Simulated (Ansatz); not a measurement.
# GaSb: levels and charges under dearer methods

A database entry relaxed whole under r2SCAN at zero pressure (F-43m, No. 216):

```
Ga Sb
1.0
     0.00000    3.06676    3.06676
     3.06676    0.00000    3.06676
     3.06676    3.06676    0.00000
Ga Sb
1 1
Direct
  0.00000 0.00000 0.00000
  0.25000 0.25000 0.25000
```

Its volume is 28.84 Å³ an atom, +0.8 % against the entry's 28.62, which is old or was flagged in a check.

Single points on this cell with plane-wave PAW DFT (Ansatz 0.2.0; r2SCAN 500 eV, hybrids 420 eV; fermi-dirac occupations of width 0.100 eV; no moments): r2SCAN on a 10×10×10 Γ-centred mesh; r2SCAN with spin-orbit coupling on a 8×8×8 Γ-centred mesh; HSE06 on a 8×8×8 Γ-centred mesh; PBE0 on a 8×8×8 Γ-centred mesh.

Task: What does each level give for gap and charges?

Result: The runs give:

```
                          level  gap (eV), or kind  pressure (GPa)  Bader charge of Ga (e)  Bader charge of Sb (e)
                         r2SCAN               0.41             0.0                   +0.37                   -0.37
r2SCAN with spin-orbit coupling         narrow gap             0.0                   +0.38                   -0.38
                          HSE06               0.75             0.2                   +0.44                   -0.44
                           PBE0               1.28             0.0                   +0.45                   -0.45
```

Under r2SCAN the gap is 0.41 eV, over mesh and band path. HSE06 moves it by +0.34 eV and PBE0 by +0.86 eV; PBE0 keeps its exact exchange at long range, which widens the gap over HSE06's by 0.52 eV on their common mesh. Spin-orbit coupling cuts the r2SCAN gap to about 0.20 eV, a change that the hybrid values lack. The charge on Ga goes from +0.37 to +0.44 e under HSE06.

Caveats: the relaxation kept the start's symmetry; HSE06 is read on its mesh and at the zone's corners, PBE0 on its mesh alone; hybrid pressures are good to a few tenths of a GPa; pressure is positive in compression.
